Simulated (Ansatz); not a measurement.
The calculation used DFT PBE, scalar-relativistic, plane waves, PAW (Ansatz). Settings: cutoff 420 eV, Γ-centred meshes spaced at most about 0.3 Å⁻¹, and about 0.25 Å⁻¹ or finer for metals (2π included), Gaussian smearing. No spin polarisation in the final relaxations.

These are static total energies at zero pressure. All come from trial cells, and lower structures may exist.

Task: Which of these relaxed structures of ZnCd2Se2S is the lowest in energy?
A. Space group P4/mmm (No. 123), tetragonal, a = 5.223 Å, c = 5.533 Å. Zn is surrounded by 2 S at 2.77 Å; Cd is surrounded by 2 S at 2.61 Å and 4 Se at 2.99 Å; Se is surrounded by 1 Se at 2.61 Å, 1 Se at 2.92 Å and 4 Cd at 2.99 Å; S has 4 Cd at 2.61 Å and 2 Zn at 2.77 Å.
B. Space group P-3m1 (No. 164), trigonal, a = 3.903 Å, c = 9.641 Å. Zn has 6 Se at 2.70 Å; Cd is surrounded by 3 S at 2.75 Å and 3 Se at 2.85 Å; around Se lie 3 Zn at 2.70 Å and 3 Cd at 2.85 Å; around S lie 6 Cd at 2.75 Å.
C. Space group P-3m1 (No. 164), trigonal, a = 4.010 Å, c = 10.939 Å. Zn is surrounded by 6 Se at 2.77 Å and 2 Cd at 3.12 Å; Cd has 1 S at 2.35 Å, 3 Se at 2.82 Å and 1 Zn at 3.12 Å; Se is surrounded by 3 Zn at 2.77 Å and 3 Cd at 2.82 Å; S has 2 Cd at 2.35 Å.

Result: B. It has space group P-3m1 (No. 164); the next, C, with space group P-3m1 (No. 164), lies 288 meV/atom higher. Counting S or Se atoms around Cd and Zn (for each partner element, those within 1.25 times its shortest distance or 1.15 times the sum of covalent radii, where it is the nearest in units of that sum or under 1.3), the lowest has Zn 6, Cd 6 and the next has Zn 6, Cd 4.

Cells relaxed within their symmetry can be saddle points. Some types were kept out of the candidates beforehand, so the set may lack a known form.
